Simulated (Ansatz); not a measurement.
**Relaxing a structure of PbS**

The start is a generated cell, PbS placed in the rocksalt structure type. The structure is fully relaxed (lattice and positions, P = 0) with r2SCAN (plane waves to 500 eV, PAW, scalar-relativistic; Ansatz, an electronic-structure program). The first steps use a coarse 7×7×7 k-mesh.

The start:
```yaml
crystal:
  lattice:
    - [0.00000, 2.88380, 2.88380]
    - [2.88380, 0.00000, 2.88380]
    - [2.88380, 2.88380, 0.00000]
  atoms:
    - { symbol: S, position: [0.00000, 0.00000, 0.00000] }
    - { symbol: Pb, position: [0.50000, 0.50000, 0.50000] }
```

| Item | Result |
|---|---|
| Initial pressure | +7.6 GPa (positive: the cell is compressed) |
| Outcome | The space group stays Fm-3m (No. 225) (the run could not lower it); the end is rock salt type, with 2 atoms in the primitive cell |
| Energy released | 0.06 eV/atom |
| Volume change | +11.2 %, from 23.98 to 26.66 Å³/atom |
| Shortest distances (start → end) | The closest pairs of elements (up to four, under 3.6 Å), start → end: Pb–S 2.88 → 2.99 Å |
| Band gap at the end | 0.70 eV, direct at L (no spin-orbit coupling) |
| Optimiser moves | 6 |

Relaxed structure:

```cif
data_Pb4S4
_chemical_formula_sum 'S4 Pb4'
_space_group_name_H-M_alt 'Fm-3m'
_space_group_IT_number 225
_space_group_name_Hall '-F 4 2 3'
_cell_length_a 5.97499
_cell_length_b 5.97499
_cell_length_c 5.97499
_cell_angle_alpha 90.000
_cell_angle_beta 90.000
_cell_angle_gamma 90.000
loop_
_atom_site_label
_atom_site_type_symbol
_atom_site_symmetry_multiplicity
_atom_site_Wyckoff_symbol
_atom_site_fract_x
_atom_site_fract_y
_atom_site_fract_z
_atom_site_occupancy
S1 S 4 a 0.00000 0.00000 0.00000 1
Pb1 Pb 4 b 0.50000 0.50000 0.50000 1
```
(The calculation used a cell of 2 atoms; values per cell refer to that cell.)

Final values are on a 10×10×10 k-mesh of the relaxed cell. No spin polarisation in the result. Without spin-orbit coupling the bands of the heavy element are not split, so the gap can be far off.

The run could not lose the symmetry of its start.

All atoms sit on sites fixed by symmetry, so only the cell could relax.
